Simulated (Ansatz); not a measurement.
Geometry optimisation in Ansatz: input, command and trajectory.

```yaml
crystal:
  lattice:
    - [2.9601903, 2.9601903, 5.9203806]
    - [-2.9601903, -2.9601903, 5.9203806]
    - [8.8805709, -5.9203806, 2.9601903]
  atoms:
    - { symbol: C, position: [0.9991214871, 0.0010355308, 0.9988832624] }
    - { symbol: C, position: [0.3004947186, 0.4986389054, 0.3991944772] }
    - { symbol: C, position: [0.8035349069, 0.0018018409, 0.4010002536] }
    - { symbol: C, position: [0.1757599455, 0.8728037783, 0.3998794606] }
    - { symbol: Si, position: [0.4007835387, 0.9967948164, 0.1992184284] }
    - { symbol: Si, position: [0.7036439288, 0.5016641441, 0.5994311276] }
    - { symbol: Si, position: [0.899337324, 0.5010057843, 0.2006617264] }
    - { symbol: Si, position: [0.5689142384, 0.8784552075, 0.6006250492] }
    - { symbol: Si, position: [0.7726716905, 0.8721923529, 0.2029356306] }
    - { symbol: Pb, position: [0.1973761969, 0.9991151599, 0.602983559] }
    - { symbol: Pb, position: [0.1009933334, 0.4995425881, 0.7992239192] }
    - { symbol: Pb, position: [0.6024002112, 0.0013864701, 0.7953147704] }
    - { symbol: Pb, position: [0.5025314857, 0.4959141076, 0.9999869839] }
    - { symbol: Pb, position: [0.4717109308, 0.3780199577, 0.8003343137] }
    - { symbol: Pb, position: [0.9757446826, 0.8765047676, 0.7978065606] }
    - { symbol: Pb, position: [0.3755732007, 0.8688661841, 0.0025639249] }
    - { symbol: Pb, position: [0.6738719107, 0.3767127212, 0.3999827786] }
    - { symbol: Pb, position: [0.0747819484, 0.3720303259, 0.6017380103] }
    - { symbol: Pb, position: [0.8743875064, 0.3752778667, 0.0013041135] }
    - { symbol: Pb, position: [0.2751038934, 0.378194926, 0.1997368261] }
  symmetry: { detect: false }
basis:
  ecutwfc: 420
kpoints:
  mp_grid: { grid: [2, 2, 2], shift: [0.5, 0.5, 0.5] }
hamiltonian:
  xc: pbe
scf:
  occupations: { method: gaussian, width: 0.1 }
  lower_state_search: "off"
output:
  forces: true
  stress: true
  eigenvalues: true
relax:
  adjacent_minimum: "off"
  f_tol: 0.04
  max_steps: 50
  cell: { stress_tol: 0.3 }
```

```bash
ansatz run input.yaml --threads 4 --pin off --max-ram 9216MiB --backend cpu --events-out ev --progress --plain --runs-dir out
```

Method: DFT PBE, scalar-relativistic, plane waves, PAW in Ansatz.

Of 48 frames 10 are shown, positions in Å and forces in eV/Å; the SCF threshold varies from step to step. Steps run on the plane waves of an earlier cell, with a Pulay correction in the pressure. The basis is chosen afresh for the last frame, the zero of the energies, and at times for earlier ones too; energy and pressure step there, also at an unchanged geometry. Here that happened at step 38 (-2 meV/atom, 0.1 GPa); the frames before carry an error of that size. The mark taken_back stands on steps that the optimiser undid.

```xyz
20
Lattice="2.9602 2.9602 5.9204 -2.9602 -2.9602 5.9204 8.8806 -5.9204 2.9602" Properties=species:S:1:pos:R:3:forces:R:3 pbc="T T T" step=1 free_energy_over_end_meV_per_atom=1211.22 pressure_GPa=11.23
C    11.8252   -2.9592    8.8782    0.5474   -0.4599   -0.5172
C     2.9585   -2.9499    5.9129   -0.1364   -0.3484    0.0947
C     5.9344   -0.0008    5.9549    0.2893    0.2598   -0.9570
C     1.4878   -4.4308    7.3916   -0.5020    0.5830   -0.1623
Si    0.0049   -2.9438    8.8639    2.8297   -1.1413   -0.3297
Si    5.9212   -2.9510    8.9103   -1.2484   -1.3784    0.8960
Si    2.9611   -0.0089    8.8846   -0.9594   -1.0792    1.0972
Si    4.4176   -4.4722   10.3469   -0.4336    3.5065    0.6081
Si    1.5076   -1.4961   10.3389   -0.0184    0.0106    1.2550
Pb    2.9815   -5.9432    8.8686   -1.8547    5.4242   -0.7177
Pb    5.9178   -5.9115    5.9213   -0.0361   -0.5346   -0.0983
Pb    8.8420   -2.9295    5.9289   -1.2863    0.8532   -2.1742
Pb    8.9000   -5.9007    8.8713    0.0748    0.1323   -0.2123
Pb    7.3848   -4.4609    7.3999   -1.6856    2.2673    2.0311
Pb    7.3787   -4.4295   13.3277    3.6454   -3.3411    2.0749
Pb   -1.4375   -1.4754    7.3751   -1.9950   -4.1976   -0.4386
Pb    4.4317   -1.4884    7.4039   -0.0633   -0.1265   -2.1795
Pb    4.4639   -4.4424    4.4266   -5.2548    1.3563    1.3619
Pb    1.4890    1.4697    7.4024    4.7286    1.3858   -0.7272
Pb    1.4686   -1.4877    4.4590    3.3585   -3.1720   -0.9049
20
Lattice="3.1849 3.0951 5.9639 -2.9089 -3.0327 5.7947 9.1756 -6.0781 3.1154" Properties=species:S:1:pos:R:3:forces:R:3 pbc="T T T" step=6 free_energy_over_end_meV_per_atom=356.42 pressure_GPa=0.30
C    12.7531   -3.4265    8.8687    0.9157   -0.8635   -0.3307
C     3.0463   -3.0336    6.1185   -1.1314   -0.6746    1.4780
C     5.9440    0.1147    5.5886   -1.3777    0.2958   -0.3623
C     1.7628   -4.0742    7.4367    2.0187    0.9940   -1.4393
Si    0.7849   -3.2389    8.6521   -0.1972    0.3852    0.7642
Si    5.9312   -2.8997    9.1323   -0.4587    0.2284    0.2540
Si    3.2503   -0.1606    9.0743    0.0713   -0.2909    0.1551
Si    4.3198   -3.9073   10.5859   -0.1208    0.1957   -0.1392
Si    1.8715   -1.6135   10.5618    0.3215   -0.0500    0.3318
Pb    3.0409   -5.5930    8.6470   -0.0738    0.4522   -0.2710
Pb    6.1577   -6.0864    5.8617   -0.1505    0.0100   -0.2041
Pb    9.0899   -2.7788    5.7672   -0.1794    0.4291   -0.5821
Pb    9.4188   -6.0776    8.9908    0.1352   -0.0720    0.0918
Pb    7.5617   -4.3376    7.7285   -0.1725    0.1481    0.3050
Pb    8.1911   -4.9322   13.7633    0.1458   -0.3937    0.6834
Pb   -1.3992   -2.0412    7.2016   -0.0628   -0.6005    0.0132
Pb    4.6528   -1.4895    7.1646   -0.1674    0.0539   -0.3152
Pb    4.2210   -4.3051    4.6390   -0.2032    0.0811   -0.0879
Pb    2.2015    1.5746    7.3247    0.4075   -0.1814   -0.0792
Pb    1.9562   -1.8129    4.4292    0.2802   -0.1469   -0.2657
20
Lattice="3.3405 3.2195 5.7279 -2.7350 -3.1456 5.3882 9.4760 -6.5581 3.1963" Properties=species:S:1:pos:R:3:forces:R:3 pbc="T T T" step=11 free_energy_over_end_meV_per_atom=131.21 pressure_GPa=-0.18
C    13.2939   -4.1786    8.8765    0.0279   -0.0224    0.1367
C     3.2784   -3.1538    6.0392   -0.6057   -0.6623    0.6913
C     5.8636   -0.1519    5.2507   -0.2704    0.6886   -0.1855
C     2.4975   -3.6694    6.9991    0.8138    0.4907   -0.7079
Si    1.2819   -3.1197    8.2482   -0.1690    0.1034   -0.1066
Si    6.2302   -2.9036    8.8261   -0.1231   -0.0208    0.1495
Si    3.6953   -0.2854    8.8195   -0.0012    0.1696    0.1357
Si    4.5827   -4.1208    9.9643    0.3441   -0.1149   -0.3072
Si    2.2641   -1.7420   10.0369    0.0666   -0.4821    0.2509
Pb    3.5635   -5.7910    7.8860    0.2137    0.2867   -0.1908
Pb    6.2469   -6.6824    5.8662   -0.1096   -0.0538    0.1755
Pb    9.4354   -2.8529    5.3202   -0.0140    0.1575   -0.1918
Pb    9.5988   -6.7243    8.6783   -0.1336   -0.0511   -0.0688
Pb    7.9001   -4.5200    7.4774    0.0283    0.0444   -0.1298
Pb    8.7064   -5.7676   13.7689    0.0056   -0.0409    0.0811
Pb   -1.3204   -2.5261    6.9924   -0.0966   -0.0418    0.1105
Pb    4.9619   -1.5247    6.8161   -0.0264   -0.0994    0.0987
Pb    4.6079   -4.4649    4.3901   -0.0992   -0.0256    0.1211
Pb    2.3076    1.2272    7.0778    0.1025   -0.2070   -0.1032
Pb    2.3075   -1.8447    4.1069    0.0462   -0.1185    0.0404
20
Lattice="3.0961 2.7592 5.2921 -2.7972 -3.3604 5.4433 9.4448 -6.8001 3.2087" Properties=species:S:1:pos:R:3:forces:R:3 pbc="T T T" step=17 free_energy_over_end_meV_per_atom=63.39 pressure_GPa=0.20
C    12.8171   -5.0495    8.6426    0.0051    0.0934    0.0716
C     3.3435   -3.6288    5.9644    0.5406   -0.2510   -0.3419
C     5.8053   -0.2722    5.0473   -0.0375    0.1152    0.1112
C     2.4392   -3.9385    6.8211   -0.5001    0.1717    0.3985
Si    1.0319   -3.3168    7.8158   -0.0215   -0.0169    0.1246
Si    6.1632   -3.2975    8.5997    0.0750    0.0787   -0.0328
Si    3.1663   -0.5251    8.7386   -0.0060   -0.0432   -0.1563
Si    4.4321   -4.3865    9.6916    0.0722   -0.0596    0.0190
Si    1.9102   -2.3128    9.8242    0.1626   -0.0182   -0.2253
Pb    3.4956   -6.0991    7.5357    0.0670   -0.0564   -0.0082
Pb    6.1688   -7.5671    5.8124    0.0392    0.0029   -0.0166
Pb    9.1876   -3.0843    4.7559   -0.1210    0.0156    0.0775
Pb    8.6681   -7.9243    8.2124   -0.1195   -0.0017   -0.0118
Pb    7.9844   -4.8948    7.2708    0.0231   -0.0216   -0.0060
Pb    8.2778   -6.7412   13.6434   -0.0233    0.0090   -0.0215
Pb   -1.7881   -3.1273    7.4837   -0.1334    0.0372   -0.0356
Pb    4.9505   -1.6434    6.7273   -0.0976    0.0987    0.0086
Pb    5.0999   -4.6729    4.6140   -0.0202    0.0007    0.0881
Pb    1.9403    0.1231    6.2433    0.0453   -0.0787    0.1495
Pb    2.6017   -2.1141    4.0291    0.0502   -0.0756   -0.1925
20
Lattice="2.9312 2.7817 5.3038 -2.8318 -3.3720 5.5493 9.0877 -6.7196 3.0830" Properties=species:S:1:pos:R:3:forces:R:3 pbc="T T T" step=22 free_energy_over_end_meV_per_atom=32.64 pressure_GPa=-0.02
C    12.3120   -4.8266    8.3936   -0.0632    0.0897    0.0224
C     3.0561   -4.1597    6.4114   -0.6336   -0.2130    0.4680
C     5.6909    0.0636    4.8738    0.2979   -0.1013   -0.2151
C     1.9413   -3.9351    6.9772    0.4041    0.5118   -0.3292
Si    0.5816   -3.0323    7.8063    0.2394   -0.1428   -0.1136
Si    5.9757   -2.8292    8.4548    0.0133   -0.0016    0.0275
Si    2.8735   -0.2169    8.5285    0.0046   -0.0252    0.0074
Si    4.4345   -3.9230    9.8460   -0.2677    0.1305    0.1979
Si    1.7211   -2.0603    9.7025   -0.0808   -0.1347    0.1152
Pb    3.3605   -6.3102    7.6658    0.0104   -0.0203   -0.0560
Pb    6.0248   -7.7086    5.6517   -0.0368    0.0705   -0.0077
Pb    8.6265   -2.9753    4.9312   -0.0185    0.0555   -0.0247
Pb    8.0668   -8.1490    8.5425    0.0603   -0.0478    0.0572
Pb    7.5875   -4.9451    7.6056   -0.0771   -0.0176   -0.0072
Pb    7.7061   -6.6160   13.5273    0.0094   -0.0489   -0.0012
Pb   -2.2801   -3.5122    7.7907   -0.0614   -0.0268   -0.0248
Pb    4.6583   -1.4841    6.3160   -0.0093    0.0323   -0.0429
Pb    4.9588   -4.6079    5.0611    0.1252   -0.0473   -0.0875
Pb    1.8524    0.0172    5.8333    0.0558    0.0083   -0.0016
Pb    2.8303   -2.3406    3.5614    0.0277   -0.0711    0.0159
20
Lattice="2.8750 3.0336 5.1988 -2.8272 -3.4309 5.3735 8.9020 -6.9007 2.8776" Properties=species:S:1:pos:R:3:forces:R:3 pbc="T T T" step=27 free_energy_over_end_meV_per_atom=18.42 pressure_GPa=0.05
C    12.0365   -4.7639    8.0937   -0.0375   -0.0107   -0.0003
C     3.0061   -4.4094    6.4153   -0.6613    0.4407    0.1598
C     5.6129    0.2682    4.8785   -0.1080   -0.0264    0.1262
C     1.9796   -3.7526    6.7732    0.5527   -0.3286   -0.0950
Si    0.6227   -2.7993    7.5073    0.0744   -0.1278   -0.0835
Si    5.8755   -2.6729    8.2303   -0.0406    0.0038    0.0256
Si    2.8434   -0.1151    8.3422    0.0115    0.0419    0.0143
Si    4.4326   -3.6418    9.8311    0.1062   -0.0039   -0.1578
Si    1.6476   -1.9367    9.5056    0.0246    0.0689    0.0031
Pb    3.1511   -6.6990    7.1177   -0.0223    0.0058    0.1272
Pb    5.7234   -7.8903    5.2689    0.0674   -0.0102   -0.0445
Pb    8.4093   -2.9201    4.4691   -0.0262   -0.0027    0.0321
Pb    7.8894   -8.4675    8.2175    0.0618    0.0283    0.0386
Pb    7.2483   -4.9287    7.2444    0.0403    0.0310    0.0068
Pb    7.4381   -6.6838   12.9566   -0.0422   -0.0555    0.0036
Pb   -2.3383   -3.6084    7.6239    0.0266   -0.0094    0.0236
Pb    4.4809   -1.4157    6.0479    0.0256   -0.1105   -0.0108
Pb    4.8934   -4.6457    4.9338   -0.0231    0.0591   -0.1050
Pb    1.7760    0.1817    5.7093   -0.0654    0.0436   -0.0060
Pb    2.8387   -2.3862    3.2414    0.0360   -0.0374   -0.0582
20
Lattice="2.9443 3.1609 5.1371 -2.7928 -3.4673 5.2145 8.9375 -6.9988 2.8547" Properties=species:S:1:pos:R:3:forces:R:3 pbc="T T T" step=32 free_energy_over_end_meV_per_atom=5.69 pressure_GPa=-0.23 taken_back
C    12.0799   -4.7895    8.1125   -0.0113    0.0423   -0.1462
C     3.1132   -4.4500    6.3081   -0.2050    0.0395   -0.0226
C     5.6566    0.3897    5.1006    0.0990   -0.0720   -0.1997
C     2.1349   -3.7487    6.6935    0.0707   -0.0247    0.0293
Si    0.7722   -2.7995    7.4181    0.0306   -0.0024   -0.1018
Si    5.7364   -2.5819    7.9702   -0.0331   -0.0323    0.2228
Si    2.9257   -0.0455    8.2856   -0.0080    0.0077    0.0986
Si    4.5448   -3.5408    9.7933   -0.2628    0.1026   -0.0453
Si    1.7375   -1.8726    9.4219    0.1144   -0.1272    0.3035
Pb    3.5081   -6.6898    7.1450   -0.0042   -0.0372   -0.0890
Pb    5.7880   -7.9423    5.1103    0.0280   -0.0330    0.0042
Pb    8.4775   -2.7450    4.5124    0.0482    0.0255    0.0340
Pb    8.0802   -8.5190    8.1840    0.0699   -0.0374    0.0455
Pb    7.2475   -4.7686    7.0483    0.0405   -0.0542    0.0187
Pb    7.6085   -6.7006   12.6931    0.0500   -0.1158    0.1308
Pb   -2.2388   -3.6336    7.5300    0.0400    0.0141    0.0133
Pb    4.3193   -1.6493    5.6063    0.0113    0.1806   -0.0915
Pb    4.8647   -4.8425    4.6150   -0.0139    0.0843   -0.0247
Pb    1.8098    0.2694    5.7886   -0.0325   -0.0195   -0.1505
Pb    2.8710   -2.6303    2.4695   -0.0317    0.0590   -0.0299
20
Lattice="2.9122 3.1664 5.1057 -2.8105 -3.4695 5.2064 8.9373 -7.0393 2.8058" Properties=species:S:1:pos:R:3:forces:R:3 pbc="T T T" step=38 free_energy_over_end_meV_per_atom=1.00 pressure_GPa=0.09
C    12.0674   -4.8396    8.0331   -0.0033    0.0039   -0.0134
C     3.0068   -4.5307    6.2217   -0.0057    0.0077   -0.0191
C     5.6162    0.3403    5.0195    0.0396    0.0182   -0.0145
C     2.0801   -3.7799    6.6330    0.0054    0.0150    0.0307
Si    0.7736   -2.7600    7.3513    0.0068   -0.0153   -0.0166
Si    5.6957   -2.5941    7.9244    0.0043    0.0063   -0.0005
Si    2.8344   -0.0220    8.2757    0.0144    0.0135   -0.0079
Si    4.4795   -3.5623    9.7027   -0.0140   -0.0079    0.0111
Si    1.7043   -1.8854    9.3925   -0.0056   -0.0101    0.0187
Pb    3.5041   -6.7448    7.0715   -0.0197   -0.0017   -0.0028
Pb    5.8415   -7.9849    5.1226   -0.0067    0.0091    0.0140
Pb    8.4756   -2.7377    4.5058    0.0046    0.0088    0.0014
Pb    8.0546   -8.5225    8.1373   -0.0042   -0.0012    0.0024
Pb    7.2327   -4.7955    7.0315   -0.0007   -0.0117    0.0041
Pb    7.5834   -6.7427   12.6975    0.0017    0.0072    0.0037
Pb   -2.2049   -3.6302    7.5162   -0.0043    0.0088   -0.0054
Pb    4.2814   -1.6461    5.5046   -0.0136   -0.0051   -0.0044
Pb    4.8441   -4.8285    4.5950   -0.0078   -0.0129   -0.0005
Pb    1.7847    0.2683    5.7306    0.0074   -0.0134   -0.0127
Pb    2.8434   -2.6629    2.4272    0.0016   -0.0192    0.0117
20
Lattice="2.9011 3.2751 5.0695 -2.7654 -3.5366 5.1324 8.8883 -7.2316 2.7830" Properties=species:S:1:pos:R:3:forces:R:3 pbc="T T T" step=43 free_energy_over_end_meV_per_atom=0.38 pressure_GPa=-0.03
C    11.9710   -4.9822    7.9560   -0.0823   -0.0111    0.0073
C     3.0410   -4.6486    6.1829    0.0058   -0.0071    0.0048
C     5.5645    0.3637    4.9850    0.0055   -0.0171    0.0306
C     2.1159   -3.8854    6.5723   -0.0192   -0.0154    0.0068
Si    0.8028   -2.8573    7.2618    0.0111    0.0095    0.0119
Si    5.7071   -2.6354    7.8284   -0.0139   -0.0107   -0.0023
Si    2.8324   -0.0024    8.2453   -0.0337   -0.0576    0.0508
Si    4.4698   -3.6049    9.5936   -0.0124    0.0033   -0.0145
Si    1.7104   -1.9187    9.2834    0.0449    0.0542   -0.0731
Pb    3.4767   -6.9067    6.9701    0.0029    0.0160    0.0087
Pb    5.8084   -8.1131    5.0606    0.0028    0.0001   -0.0221
Pb    8.4621   -2.6888    4.4327   -0.0120   -0.0014    0.0033
Pb    8.0579   -8.7628    8.0711    0.0038    0.0070   -0.0153
Pb    7.2695   -4.7864    6.9184    0.0067    0.0224    0.0021
Pb    7.6075   -6.8625   12.5540    0.0385   -0.0318    0.0070
Pb   -2.1398   -3.7555    7.4142    0.0004    0.0069    0.0020
Pb    4.2332   -1.6566    5.4335    0.0247    0.0109    0.0075
Pb    4.8428   -4.9491    4.5481    0.0210   -0.0054   -0.0083
Pb    1.7534    0.3258    5.7324    0.0019    0.0272   -0.0020
Pb    2.7873   -2.8105    2.4379    0.0035    0.0001   -0.0055
20
Lattice="2.9053 3.3169 5.0553 -2.7580 -3.5617 5.1041 8.8618 -7.2700 2.7727" Properties=species:S:1:pos:R:3:forces:R:3 pbc="T T T" step=48 free_energy_over_end_meV_per_atom=0.00 pressure_GPa=0.02
C    11.9116   -5.0313    7.9226    0.0124    0.0062    0.0043
C     3.0404   -4.6890    6.1623    0.0097    0.0047    0.0086
C     5.5442    0.3759    4.9795   -0.0127   -0.0023   -0.0146
C     2.1127   -3.9260    6.5460   -0.0191    0.0009   -0.0175
Si    0.8001   -2.8893    7.2229    0.0071   -0.0002    0.0122
Si    5.6930   -2.6126    7.8015   -0.0017    0.0020    0.0016
Si    2.8270   -0.0078    8.2624    0.0113   -0.0061   -0.0164
Si    4.4564   -3.6017    9.5518    0.0182   -0.0100    0.0067
Si    1.7035   -1.9321    9.2358   -0.0004    0.0030    0.0045
Pb    3.4797   -6.9436    6.9412    0.0112    0.0037    0.0024
Pb    5.7870   -8.1354    5.0094   -0.0031    0.0083   -0.0018
Pb    8.4542   -2.6339    4.4098   -0.0036   -0.0035   -0.0022
Pb    8.0461   -8.7942    8.0280   -0.0069    0.0048   -0.0013
Pb    7.2839   -4.7179    6.8740   -0.0017   -0.0087   -0.0043
Pb    7.6291   -6.8879   12.4854    0.0028    0.0032   -0.0032
Pb   -2.1314   -3.7811    7.3631   -0.0006   -0.0077   -0.0012
Pb    4.2343   -1.6526    5.4117   -0.0115    0.0080    0.0063
Pb    4.8441   -4.9776    4.5181    0.0019   -0.0052    0.0016
Pb    1.7498    0.3304    5.7541    0.0037   -0.0090    0.0044
Pb    2.7682   -2.8346    2.4411   -0.0170    0.0081    0.0099
```

Time: 7.8 min on 4 threads of Arm Neoverse V2, on a shared host, peak memory 1.4 GiB.

The k mesh is coarse. Spin–orbit coupling is left out, which can shift energies with elements as heavy as these.